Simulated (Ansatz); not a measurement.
A relaxation computed with Ansatz, from input to last step.

```yaml
crystal:
  lattice:
    - [-1.4704011518, 1.4704011518, 4.7842761101]
    - [1.4704011518, -1.4704011518, 4.7842761101]
    - [1.4704011518, 1.4704011518, -4.7842761101]
  atoms:
    - { symbol: Li, position: [0.0, 0.0, 0.0] }
    - { symbol: Rh, position: [0.34, 0.34, 0.0] }
    - { symbol: Rh, position: [0.66, 0.66, 0.0] }
basis:
  ecutwfc: 420
kpoints:
  mp_grid: { grid: [8, 8, 8] }
hamiltonian:
  xc: pbe
scf:
  occupations: { method: gaussian, width: 0.1 }
  lower_state_search: "off"
output:
  forces: true
  stress: true
  eigenvalues: true
relax:
  adjacent_minimum: "off"
  f_tol: 0.04
  max_steps: 70
  cell: { stress_tol: 0.4 }
```

```bash
ansatz run input.yaml --threads 1 --pin off --max-ram 2560MiB --backend cpu --events-out ev --progress --plain --runs-dir out
```

All numbers below come from Ansatz 0.2.0, DFT PBE, scalar-relativistic, plane waves, PAW.

Of 16 frames 10 are shown, positions in Å and forces in eV/Å; the SCF threshold varies from step to step. Steps run on the plane waves of an earlier cell, with a Pulay correction in the pressure. The basis is chosen afresh for the last frame, the zero of the energies, and at times for earlier ones too; energy and pressure step there, also at an unchanged geometry. Here that happened at step 12 (-5 meV/atom, 0.7 GPa); the frames before carry an error of that size.

```xyz
3
Lattice="-1.4704 1.4704 4.7843 1.4704 -1.4704 4.7843 1.4704 1.4704 -4.7843" Properties=species:S:1:pos:R:3:forces:R:3 pbc="T T T" step=1 free_energy_over_end_meV_per_atom=58.68 pressure_GPa=-8.63
Li    0.0000    0.0000    0.0000    0.0000    0.0000    0.0000
Rh    0.0000    0.0000    3.2533    0.0000    0.0000   -0.1746
Rh    0.0000    0.0000    6.3152    0.0000    0.0000    0.1746
3
Lattice="-1.4275 1.4275 4.7531 1.4275 -1.4275 4.7531 1.4275 1.4275 -4.7531" Properties=species:S:1:pos:R:3:forces:R:3 pbc="T T T" step=3 free_energy_over_end_meV_per_atom=30.20 pressure_GPa=-0.62
Li    0.0000    0.0000    0.0000    0.0000    0.0000    0.0000
Rh    0.0000    0.0000    3.2440    0.0000    0.0000    0.0180
Rh    0.0000    0.0000    6.2622    0.0000    0.0000   -0.0180
3
Lattice="-1.4212 1.4212 4.7737 1.4212 -1.4212 4.7737 1.4212 1.4212 -4.7737" Properties=species:S:1:pos:R:3:forces:R:3 pbc="T T T" step=4 free_energy_over_end_meV_per_atom=29.59 pressure_GPa=-0.02
Li    0.0000    0.0000    0.0000    0.0000    0.0000    0.0000
Rh    0.0000    0.0000    3.2599    0.0000    0.0000   -0.0173
Rh    0.0000    0.0000    6.2876    0.0000    0.0000    0.0173
3
Lattice="-1.4027 1.4027 4.9246 1.4027 -1.4027 4.9246 1.4027 1.4027 -4.9246" Properties=species:S:1:pos:R:3:forces:R:3 pbc="T T T" step=6 free_energy_over_end_meV_per_atom=27.29 pressure_GPa=0.33
Li    0.0000    0.0000    0.0000    0.0000    0.0000    0.0000
Rh    0.0000    0.0000    3.3487    0.0000    0.0000   -0.0593
Rh    0.0000    0.0000    6.5004    0.0000    0.0000    0.0593
3
Lattice="-1.3494 1.3494 5.3351 1.3494 -1.3494 5.3351 1.3494 1.3494 -5.3351" Properties=species:S:1:pos:R:3:forces:R:3 pbc="T T T" step=8 free_energy_over_end_meV_per_atom=22.71 pressure_GPa=3.96
Li    0.0000    0.0000    0.0000    0.0000    0.0000    0.0000
Rh    0.0000    0.0000    3.5890    0.0000    0.0000   -0.2787
Rh    0.0000    0.0000    7.0813    0.0000    0.0000    0.2787
3
Lattice="-1.3341 1.3341 5.5657 1.3341 -1.3341 5.5657 1.3341 1.3341 -5.5657" Properties=species:S:1:pos:R:3:forces:R:3 pbc="T T T" step=9 free_energy_over_end_meV_per_atom=17.98 pressure_GPa=4.20
Li    0.0000    0.0000    0.0000    0.0000    0.0000    0.0000
Rh    0.0000    0.0000    3.7021    0.0000    0.0000   -0.1064
Rh    0.0000    0.0000    7.4293    0.0000    0.0000    0.1064
3
Lattice="-1.3578 1.3578 5.5538 1.3578 -1.3578 5.5538 1.3578 1.3578 -5.5538" Properties=species:S:1:pos:R:3:forces:R:3 pbc="T T T" step=11 free_energy_over_end_meV_per_atom=10.08 pressure_GPa=-0.21
Li    0.0000    0.0000    0.0000    0.0000    0.0000    0.0000
Rh    0.0000    0.0000    3.6753    0.0000    0.0000   -0.0247
Rh    0.0000    0.0000    7.4323    0.0000    0.0000    0.0247
3
Lattice="-1.3479 1.3479 5.7257 1.3479 -1.3479 5.7257 1.3479 1.3479 -5.7257" Properties=species:S:1:pos:R:3:forces:R:3 pbc="T T T" step=13 free_energy_over_end_meV_per_atom=0.94 pressure_GPa=0.85
Li    0.0000    0.0000    0.0000    0.0000    0.0000    0.0000
Rh    0.0000    0.0000    3.7605    0.0000    0.0000    0.0651
Rh    0.0000    0.0000    7.6908    0.0000    0.0000   -0.0651
3
Lattice="-1.3413 1.3413 5.8792 1.3413 -1.3413 5.8792 1.3413 1.3413 -5.8792" Properties=species:S:1:pos:R:3:forces:R:3 pbc="T T T" step=14 free_energy_over_end_meV_per_atom=0.69 pressure_GPa=0.25
Li    0.0000    0.0000    0.0000    0.0000    0.0000    0.0000
Rh    0.0000    0.0000    3.8434    0.0000    0.0000    0.0614
Rh    0.0000    0.0000    7.9150    0.0000    0.0000   -0.0614
3
Lattice="-1.3453 1.3453 5.8152 1.3453 -1.3453 5.8152 1.3453 1.3453 -5.8152" Properties=species:S:1:pos:R:3:forces:R:3 pbc="T T T" step=16 free_energy_over_end_meV_per_atom=0.00 pressure_GPa=-0.10
Li    0.0000    0.0000    0.0000    0.0000    0.0000    0.0000
Rh    0.0000    0.0000    3.8126    0.0000    0.0000   -0.0141
Rh    0.0000    0.0000    7.8178    0.0000    0.0000    0.0141
```

The start puts this composition into another compound's structure type, which needn't suit it. At the end the space group is I4/mmm (tolerance 0.05 Å).

Time: 49 s on 1 thread of Arm Neoverse V1, on a shared host, peak memory 0.34 GiB.

The k mesh is coarse.